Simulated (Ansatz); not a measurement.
SnO₂:
```cif
data_O4Sn2
_chemical_formula_sum 'Sn2 O4'
_space_group_name_H-M_alt 'P 1'
_space_group_IT_number 1
_cell_length_a 4.76921
_cell_length_b 4.76921
_cell_length_c 3.21199
_cell_angle_alpha 90.000
_cell_angle_beta 90.000
_cell_angle_gamma 90.000
loop_
_space_group_symop_operation_xyz
  'x, y, z'
loop_
_atom_site_label
_atom_site_type_symbol
_atom_site_fract_x
_atom_site_fract_y
_atom_site_fract_z
_atom_site_occupancy
Sn1 Sn 0.00000 0.00000 0.00000 1
Sn2 Sn 0.50000 0.50000 0.50000 1
O1 O 0.80629 0.80629 0.50000 1
O2 O 0.19371 0.19371 0.50000 1
O3 O 0.30629 0.69371 0.00000 1
O4 O 0.69371 0.30629 0.00000 1
```

Relaxed with PBEsol.

Decompose the optical modes at the zone centre into irreducible representations, and say which are infrared and Raman allowed.

Point group 4/mmm: Γ_opt = A1g + A2g + A2u + B1g + 2B1u + B2g + Eg + 3Eu. Infrared: A2u, Eu. Raman: A1g, B1g, B2g, Eg.

Assign frequencies (DFPT, the program Ansatz at the PBEsol level (PAW); without the LO–TO term).

B1g 104, B1u 143, Eu 220, Eu 271, A2g 342, A2u 448, Eg 454, B1u 545, Eu 576, A1g 608, B2g 733 cm⁻¹.

Subscripts of B labels follow the axes of the standard setting.

Space group P4_2/mnm (rutile). Symmetry was held in the PBEsol relaxation; of distortions, only those at the zone centre were tested. Spin–orbit coupling is left out wherever it is not named.

Potentials: the later of the program's two PAW sets.
